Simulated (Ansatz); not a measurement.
Total density of states per atom from r²SCAN in the plane-wave PAW code Ansatz, in 0.25 eV bins, energy from the Fermi level:

```csv
E (eV),states/eV/atom
-7.85,0.20
-7.60,0.16
-7.35,0.17
-7.10,0.20
-6.85,0.25
-6.60,0.22
-6.35,0.20
-6.10,0.22
-5.85,0.30
-5.60,0.34
-5.35,0.36
-5.10,0.29
-4.85,0.30
-4.60,0.38
-4.35,0.42
-4.10,0.47
-3.85,0.49
-3.60,0.54
-3.35,0.62
-3.10,0.62
-2.85,0.60
-2.60,0.70
-2.35,0.62
-2.10,0.57
-1.85,0.52
-1.60,0.56
-1.35,0.42
-1.10,0.37
-0.85,0.32
-0.60,0.22
-0.35,0.20
-0.10,0.26
0.15,0.24
0.40,0.35
0.65,0.54
0.90,0.54
1.15,0.60
1.40,0.77
1.65,0.90
1.90,1.08
2.15,0.93
2.40,0.73
2.65,0.99
2.90,0.95
3.15,0.77
3.40,0.91
3.65,0.72
3.90,0.65
```

Task: Which of these materials gives this?
(A) TiSi2, Cmcm (Si on 4c, Si on 4c, Ti on 4c)
(B) W, bcc (W type)
(C) BaTiO3, cubic perovskite
(D) Ti, hcp (Mg type)

Result: A, TiSi2, Cmcm (Si on 4c, Si on 4c, Ti on 4c). Within 0.5 eV of the Fermi level: Ti 3d 72 %, Si 3p 20 %. Projections are on Löwdin-orthogonalised atomic valence shells; empty p or d shells of many metals are not among them.

The cell was relaxed with r²SCAN under the symmetry of its start. The run is not spin-polarised.

Potentials: the later of the program's two PAW sets.
